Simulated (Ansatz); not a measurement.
TiAl:
```cif
data_AlTi
_chemical_formula_sum 'Ti1 Al1'
_space_group_name_H-M_alt 'P 1'
_space_group_IT_number 1
_cell_length_a 3.12456
_cell_length_b 3.12456
_cell_length_c 3.12456
_cell_angle_alpha 90.000
_cell_angle_beta 90.000
_cell_angle_gamma 90.000
loop_
_space_group_symop_operation_xyz
  'x, y, z'
loop_
_atom_site_label
_atom_site_type_symbol
_atom_site_fract_x
_atom_site_fract_y
_atom_site_fract_z
_atom_site_occupancy
Ti1 Ti 0.00000 0.00000 0.00000 1
Al1 Al 0.50000 0.50000 0.50000 1
```

This is the LDA-relaxed structure.

### Question
All from LDA in the plane-wave PAW code Ansatz, unless another level is named. Estimate the density of states at the Fermi level.

### Answer
1.3 states/eV per atom (mean over ±0.08 eV).

### Question
Give the formation energy from the elements (no fitted shifts).

### Answer
-269 meV/atom.

Space group Pm-3m (CsCl type). The workflow started from a Materials Project entry (that database holds measured and hypothetical structures alike); the Crystallography Open Database copy checked does not list it. With Ti and Al taken as one species the cell has the higher symmetry Im-3m, so it may be an ordered model of a mixed-site phase. It is not the phase usual at ambient conditions (space group No. 123). The cell was relaxed with LDA under the symmetry of its start. At this level the phase is mechanically unstable. The run is not spin-polarised. The references are the lowest solids computed at this level, not always the standard phases.

Potentials: the later of the program's two PAW sets.
